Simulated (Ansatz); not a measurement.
Cell and atoms are relaxed with the symmetry kept. Start:

```cif
data_structure
_symmetry_space_group_name_H-M 'P4/nmm:1'
_symmetry_Int_Tables_number 129
_cell_length_a 4.4080
_cell_length_b 4.4080
_cell_length_c 7.2020
_cell_angle_alpha 90.000
_cell_angle_beta 90.000
_cell_angle_gamma 90.000
_cell_volume 139.94
loop_
_atom_site_label
_atom_site_type_symbol
_atom_site_symmetry_multiplicity
_atom_site_Wyckoff_symbol
_atom_site_fract_x
_atom_site_fract_y
_atom_site_fract_z
_atom_site_occupancy
Ba1 Ba 2 c 0.00000 0.50000 0.21500 1
H1 H 2 a 0.00000 0.00000 0.00000 1
Cl1 Cl 2 c 0.00000 0.50000 0.65000 1
```

Method: Ansatz, DFT r2SCAN, scalar-relativistic, plane waves, PAW.

Plane waves to 500 eV, a k mesh through Γ of 6×6×4 on the computed 6-atom cell and Gaussian smearing (0.02 eV); no spin polarisation.

What does it relax to?

The volume goes up by 0.02 Å³/atom to 23.35 Å³/atom, and the energy falls by 3.8 meV/atom. Final structure:
```
CELL_PARAMETERS angstrom
4.40342 0.00000 0.00000
0.00000 4.40342 0.00000
0.00000 0.00000 7.22396
ATOMIC_POSITIONS crystal
Ba 0.00000 0.50000 0.20746
Ba 0.50000 0.00000 0.79254
H 0.00000 0.00000 0.00000
H 0.50000 0.50000 0.00000
Cl 0.00000 0.50000 0.65431
Cl 0.50000 0.00000 0.34569
```

Course of the relaxation (steps run on the plane waves of an earlier cell, and the basis is chosen afresh near the end, so energy and pressure can step there; trial steps that raised the energy were taken back; energies are free energies):

```
step E − E_final (meV/atom) largest force component (eV/Å) P (GPa) V (Å³/atom)
   1                     3.8                           0.368     0.09        23.32
   2                    14.8                           0.734     0.62        23.06
   3                     0.1                           0.027     0.02        23.33
   4                     0.0                           0.007     0.00        23.34
   5                     0.0                           0.004     0.00        23.35
   6                     0.0                           0.004     0.00        23.35
```

Cost: 1 run of about 1.3 core-minutes, on Arm Neoverse V2 (shared hosts).